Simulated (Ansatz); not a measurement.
## Relaxation path: LuPd

DFT, PBEsol, PAW with Ansatz's default frozen-core files, scalar-relativistic (Ansatz 0.2.0); a Γ-centred 12×12×12 k mesh, Fermi–Dirac smearing of 0.05 eV, no spin polarisation. The run relaxes cell and atoms at a target pressure of 0 GPa.

Command: `ansatz run input.yaml --threads 1 --pin off --max-ram 2048MiB --backend cpu --events-out ev --progress --plain --runs-dir out` It took 28 s on 1 thread of Arm Neoverse V1, with other jobs on the host, peak memory 0.37 GiB.

PAW: frozen-core files, cutoff 420 eV; forces are relaxed below 0.005 eV/Å.

Each step lists its free energy a cell above the last geometry, the pressure, the cell vectors (Å), and Cartesian positions (Å) with forces (eV/Å).

The first step:

```
step 1  dF = 6.99 meV  P = -2.40 GPa
  cell 3.4150 0.0000 0.0000  0.0000 3.4150 0.0000  0.0000 0.0000 3.4150
  Lu 0.0000 0.0000 0.0000   0.0000 0.0000 0.0000
  Pd 1.7075 1.7075 1.7075   0.0000 0.0000 0.0000
```

Spin–orbit coupling is left out, which matters for the heavy atoms. The PAW files were made under PBE.

Task: Where does the relaxation end, and by which steps?

Result: After 4 geometries, with conventional a, b, c = 3.390, 3.390, 3.390 Å, at 19.475 Å³/atom (-2.20 % against the start) in space group Pm-3m, with a shortest distance of 2.936 Å. The further steps:
```
step 2  dF = 12.71 meV  P = 3.69 GPa  (not accepted)
  cell 3.3555 0.0000 0.0000  0.0000 3.3555 0.0000  0.0000 0.0000 3.3555
  Lu 0.0000 0.0000 0.0000   0.0000 0.0000 0.0000
  Pd 1.6778 1.6778 1.6778   0.0000 0.0000 0.0000
step 3  dF = 0.03 meV  P = -0.13 GPa
  cell 3.3911 0.0000 0.0000  0.0000 3.3911 0.0000  0.0000 0.0000 3.3911
  Lu 0.0000 0.0000 0.0000   0.0000 0.0000 0.0000
  Pd 1.6955 1.6955 1.6955   0.0000 0.0000 0.0000
step 4  dF = 0.00 meV  P = 0.00 GPa
  cell 3.3898 0.0000 0.0000  0.0000 3.3898 0.0000  0.0000 0.0000 3.3898
  Lu 0.0000 0.0000 0.0000   0.0000 0.0000 0.0000
  Pd 1.6949 1.6949 1.6949   0.0000 0.0000 0.0000
step 5  dF = 0.30 meV  P = 0.00 GPa  (same geometry on a basis chosen anew; earlier energies don't compare to the last digit)
  cell 3.3898 0.0000 0.0000  0.0000 3.3898 0.0000  0.0000 0.0000 3.3898
  Lu 0.0000 0.0000 0.0000   0.0000 0.0000 0.0000
  Pd 1.6949 1.6949 1.6949   0.0000 0.0000 0.0000
```
